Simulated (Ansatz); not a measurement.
Total density of states per atom from PBE in the plane-wave PAW code Ansatz, in 0.25 eV bins, energy from the Fermi level:

```
E (eV) | states/eV/atom
    -7.85 | ####### 0.14
    -7.60 | ############## 0.28
    -7.35 | ############## 0.28
    -7.10 | ############# 0.28
    -6.85 | ############# 0.28
    -6.60 | ############## 0.28
    -6.35 | ############## 0.28
    -6.10 | ############## 0.28
    -5.85 | ############## 0.28
    -5.60 | ############## 0.28
    -5.35 | ############### 0.31
    -5.10 | ################ 0.33
    -4.85 | ############## 0.28
    -4.60 | ############# 0.27
    -4.35 | ################ 0.33
    -4.10 | ############### 0.31
    -3.85 | ############## 0.28
    -3.60 | ############### 0.30
    -3.35 | ################# 0.34
    -3.10 | #################### 0.42
    -2.85 | ###################### 0.45
    -2.60 | ####################### 0.47
    -2.35 | #################### 0.40
    -2.10 | ############## 0.29
    -1.85 | ################ 0.32
    -1.60 | ######################## 0.48
    -1.35 | ######################## 0.49
    -1.10 | ######################## 0.50
    -0.85 | ######################## 0.50
    -0.60 | ##################### 0.42
    -0.35 | ###################### 0.45
    -0.10 | ################# 0.35
     0.15 | ################## 0.37
     0.40 | ################ 0.32
     0.65 | ###################### 0.44
     0.90 | ######################## 0.50
     1.15 | ############################## 0.61
     1.40 | ############################ 0.57
     1.65 | ########################## 0.53
     1.90 | ###################### 0.45
     2.15 | ######################## 0.49
     2.40 | ######################### 0.52
     2.65 | ########################### 0.55
     2.90 | ########################## 0.53
     3.15 | ############################ 0.57
     3.40 | ######################### 0.51
     3.65 | ########################### 0.56
     3.90 | ############################## 0.61
     4.15 | ############################## 0.61
     4.40 | ############################## 0.61
```

Problem. Which compound is it?
(A) AlCo, R-3m (Al on 3b, Co on 3a)
(B) GeSe, P-6m2 (Ge on 1a, Se on 1f)
(C) Al, I4/mcm (Al on 8h)
(D) Si2Ni, I4/mcm (Si on 8h, Ni on 4a)

Solution. C, Al, I4/mcm (Al on 8h). Within 0.5 eV of the Fermi level: Al 3p 69 %, Al 3s 27 %. Projections are on Löwdin-orthogonalised atomic valence shells; empty p or d shells of many metals are not among them.

The start of the workflow was typed in or built on a structure type; neither database checked (COD, Materials Project) lists it. It is not the phase usual at ambient conditions (space group No. 225). Symmetry was held in the PBE relaxation; whether a distortion lowers the energy is not shown.

Potentials: the later of the program's two PAW sets.
